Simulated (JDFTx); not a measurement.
TiSi2(110) slab cut from bulk TiSi2 (space group Cmcm, indices of the conventional cell, lattice of the Materials Project entry mp-1077503, not re-optimised): 14 atoms in 14 planes, a 1x1 cell of 24.91 Å² (|a| = 3.565, |b| = 6.986 Å), 7.4 Å between the outermost planes, Si outermost, slab composition Ti4Si10, cell height 23.2 Å, 6×4×1 k mesh, Fermi smearing 0.01 Ha, no spin polarisation. Whether this polymorph is the ambient one wasn't checked. Neither spin polarisation nor a larger cell was tried.

Profiles through the double layer of this slab, charged, in SCCS (g09 parameters), water, 1 M NaCl; PBE, GBRV ultrasoft potentials, plane waves to 20/100 Ha, JDFTx (a modified build). z is the height above the outermost atoms, φ the plane-averaged electrostatic potential energy of an electron (zero in the bulk liquid), ρ_b the bound charge of solvent and ions, s the cavity shape function (0 in the solid, 1 in the liquid).

| z (Å) | n (e/Å³) | s | φ (eV) | ρ_b (10⁻³ e/Å³) |
|---|---|---|---|---|
| 0.94 | 0.0655 | 0.00 | -0.928 | -0.13 |
| 1.41 | 0.0225 | 0.02 | -0.317 | 0.04 |
| 1.87 | 0.0067 | 0.26 | -0.028 | 0.68 |
| 2.33 | 0.0020 | 0.53 | 0.008 | 1.23 |
| 2.80 | 0.0006 | 0.95 | 0.007 | 0.65 |
| 3.26 | 0.0002 | 1.00 | 0.006 | 0.19 |
| 3.73 | 0.0000 | 1.00 | 0.006 | 0.06 |
| 4.19 | 0.0000 | 1.00 | 0.005 | 0.02 |
| 4.65 | 0.0000 | 1.00 | 0.004 | 0.01 |
| 5.12 | 0.0000 | 1.00 | 0.004 | 0.00 |
| 5.58 | 0.0000 | 1.00 | 0.003 | 0.00 |
| 6.05 | 0.0000 | 1.00 | 0.003 | 0.00 |
| 6.51 | 0.0000 | 1.00 | 0.002 | 0.00 |
| 6.97 | 0.0000 | 1.00 | 0.002 | 0.00 |
| 7.44 | 0.0000 | 1.00 | 0.002 | 0.00 |

Is the electrode positively or negatively charged, and roughly by how much?

Negatively: σ = -2.0 μC/cm² per face. The liquid's bound charge is of the opposite sign overall, and far from the surface φ decays with the screening length (3.0 Å).
